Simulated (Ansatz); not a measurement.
Relaxed-ion elastic tensor of ZrB2 in space group P6_3/mmc (No. 194; Zr on 2c, B on 4f) in GPa (Voigt order), r²SCAN (plane waves, PAW; program Ansatz); density 5.34 g/cm³, 11.70 Å³ per atom.

```
 218   186  71.7   0.0   0.0   0.0
 186   218  71.7   0.0   0.0   0.0
71.7  71.7   467   0.0   0.0   0.0
 0.0   0.0   0.0  69.3   0.0   0.0
 0.0   0.0   0.0   0.0  69.3   0.0
 0.0   0.0   0.0   0.0   0.0  16.3
```

**Question.** Is the crystal mechanically stable?

**Answer.** Yes: the smallest eigenvalue of C is 16.3 GPa.

**Question.** Work out the Voigt, Reuss and Hill averages.

**Answer.** K_V = 174, K_R = 170, K_H = 172; G_V = 69.3, G_R = 31.8, G_H = 50.6 GPa.

**Question.** Give Young's modulus, Poisson's ratio, Pugh's ratio and the universal anisotropy index.

**Answer.** E = 9KG/(3K + G) = 138 GPa; ν = 0.37; K/G = 3.39 (ductile by the Pugh limit of 1.75); A_U = 5G_V/G_R + K_V/K_R − 6 = 5.91.

**Question.** Estimate the sound speeds and the Debye temperature.

**Answer.** v_l = √((K + 4G/3)/ρ) = 6690 m/s, v_t = √(G/ρ) = 3080 m/s, mean 3470 m/s; Θ = (h/k)(3n/4πV)^(1/3) v_m = 455 K.

**Question.** Solve the Christoffel equation for the three sound speeds along x, y, z.

**Answer.** Eigenvalues of C_ijkl n_j n_l equal ρv². In km/s, slowest first: x 1.75, 3.60, 6.39; y 1.75, 3.60, 6.39; z 3.60, 3.60, 9.35.

**Question.** How much does each axis shrink under pressure?

**Answer.** Linear compressibilities β_i = Σ_j S_ij (j = 1 to 3): x 2.2, y 2.2, z 1.5 per TPa.

The start of the workflow was typed in or built on a structure type; neither database checked (COD, Materials Project) lists it. It is not the phase usual at ambient conditions (space group No. 191). Symmetry was held in the r²SCAN relaxation; whether a distortion lowers the energy is not shown. The run is not spin-polarised. As this level gives no gap, shear constants depend on the k-mesh and smearing (Fermi–Dirac, 0.1 eV here).

Potentials: the earlier of the program's two PAW sets.
